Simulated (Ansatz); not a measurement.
Here is the system:

Ta:
```xyz
2
Lattice="0.0000 3.0272 3.0272 3.0272 0.0000 3.0272 3.0272 3.0272 0.0000" Properties=species:S:1:pos:R:3 pbc="T T T"
Ta     0.0000     0.0000     0.0000
Ta     1.5136     1.5136     1.5136
```

This is the r²SCAN-relaxed structure.

All from r²SCAN (plane waves, PAW; program Ansatz), unless another level is named. Predict the density of states at the Fermi level.

1.5 states/eV per atom (mean over ±0.08 eV).

Predict the gap with spin–orbit coupling.

none (metallic).

Space group Fd-3m (diamond). The start of the workflow was typed in or built on a structure type; neither database checked (COD, Materials Project) lists it. It is not the phase usual at ambient conditions (space group No. 229). The r²SCAN relaxation kept the symmetry of its start; whether a distortion lowers the energy is not shown. No spin polarisation was allowed. Scalar-relativistic: spin–orbit coupling is off unless named, which matters more the heavier the elements.

Potentials: the earlier of the program's two PAW sets.
